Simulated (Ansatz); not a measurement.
Put LiZrN in P4/mmm (No. 123): Li on 1b; Zr on 1c; N on 1a.

Computed with DFT PBE, scalar-relativistic, plane waves, PAW in Ansatz 0.2.0. Cutoff 420 eV, Γ-centred mesh, Gaussian smearing, no spin polarisation.

The zero of energy is the elements' standard structures at the same level (N₂ as a molecule); no fitted shifts are applied.

Question: Which cell and coordinates does it relax to?

Answer:

Space group P4/mmm (No. 123). a = 3.155 Å, b = 3.155 Å, c = 4.113 Å, α = 90.00°, β = 90.00°, γ = 90.00°
```
atom  site  symmetry       x       y       z
  Li    1b     4/mmm  0.0000  0.0000  0.5000
  Zr    1c     4/mmm  0.5000  0.5000  0.0000
   N    1a     4/mmm  0.0000  0.0000  0.0000
```

Around Li lie 2 N at 2.06 Å, 8 Zr at 3.03 Å and 4 Li at 3.15 Å; Zr has 4 N at 2.23 Å, 8 Li at 3.03 Å and 4 Zr at 3.15 Å; N has 2 Li at 2.06 Å and 4 Zr at 2.23 Å. Another local minimum with the same sites may exist.

Question: And its energy and gap?

Answer: The energy over the elements is −1.00 eV/atom. The gap on the 14×14×12 mesh of the 3-atom cell is 0 eV (a metal). Whether it is stable depends on the other phases of the system, which aren't compared here.

The last run used Gaussian smearing of 0.10 eV. Symmetry constrained the relaxation, so the result can be a saddle point.
